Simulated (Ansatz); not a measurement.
Re:
```cif
data_Re2
_chemical_formula_sum 'Re2'
_space_group_name_H-M_alt 'P63/mmc'
_space_group_IT_number 194
_space_group_name_Hall '-P 6c 2c'
_cell_length_a 2.73827
_cell_length_b 2.73827
_cell_length_c 4.41497
_cell_angle_alpha 90.000
_cell_angle_beta 90.000
_cell_angle_gamma 120.000
loop_
_atom_site_label
_atom_site_type_symbol
_atom_site_symmetry_multiplicity
_atom_site_Wyckoff_symbol
_atom_site_fract_x
_atom_site_fract_y
_atom_site_fract_z
_atom_site_occupancy
Re1 Re 2 c 0.33333 0.66667 0.25000 1
```

Relaxed with LDA.

### Question
Decompose the optical modes at the zone centre into irreducible representations, and say which are infrared and Raman allowed.

### Answer
Point group 6/mmm: Γ_opt = B1g + E2g. Infrared: none. Raman: E2g.

### Question
Assign frequencies (DFPT, LDA in the plane-wave PAW code Ansatz).

### Answer
B1g 108, E2g 122 cm⁻¹.

Subscripts of B labels follow the axes of the standard setting.

Space group P6_3/mmc (hcp (Mg type)). The cell was relaxed with LDA under the symmetry of its start. The run is not spin-polarised. As this level gives no gap, phonon frequencies hold no LO–TO term and depend on the k-mesh and smearing (Fermi–Dirac, 0.1 eV here). Scalar-relativistic: spin–orbit coupling is off unless named, which matters more the heavier the elements.

Potentials: the earlier of the program's two PAW sets. The files were generated under PBE; for other functionals the program regenerates the frozen cores, and for LDA and PBEsol the local potential too.
